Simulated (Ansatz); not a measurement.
Here is the system:

HfCuGe₂:
```cif
data_Cu2Ge4Hf2
_chemical_formula_sum 'Hf2 Cu2 Ge4'
_space_group_name_H-M_alt 'P 1'
_space_group_IT_number 1
_cell_length_a 3.76482
_cell_length_b 3.76482
_cell_length_c 9.10208
_cell_angle_alpha 90.000
_cell_angle_beta 90.000
_cell_angle_gamma 90.000
loop_
_space_group_symop_operation_xyz
  'x, y, z'
loop_
_atom_site_label
_atom_site_type_symbol
_atom_site_fract_x
_atom_site_fract_y
_atom_site_fract_z
_atom_site_occupancy
Hf1 Hf 0.00000 0.50000 0.76289 1
Hf2 Hf 0.50000 0.00000 0.23711 1
Cu1 Cu 0.50000 0.50000 0.50000 1
Cu2 Cu 0.00000 0.00000 0.50000 1
Ge1 Ge 0.50000 0.50000 0.00000 1
Ge2 Ge 0.00000 0.00000 0.00000 1
Ge3 Ge 0.00000 0.50000 0.32528 1
Ge4 Ge 0.50000 0.00000 0.67472 1
```

This is the r²SCAN-relaxed structure.

Problem. All from DFT-r²SCAN in the program Ansatz with PAW potentials, unless another level is named. Give the electronic character.

Solution. metallic (no gap).

Problem. Give the formation energy from the elements (no fitted shifts).

Solution. -0.42 eV/atom.

Problem. And the density of states at the Fermi level?

Solution. 0.39 states/eV per atom (mean over ±0.08 eV).

Space group P4/nmm. The workflow started from a Materials Project entry (that database holds measured and hypothetical structures alike); the Crystallography Open Database copy checked does not list it. Its standing as an ambient phase is unchecked. Symmetry was held in the r²SCAN relaxation; whether a distortion lowers the energy is not shown. No spin polarisation was allowed. The references are the lowest solids computed at this level, not always the standard phases. Scalar-relativistic: spin–orbit coupling is off unless named, which matters more the heavier the elements.

Potentials: the later of the program's two PAW sets.
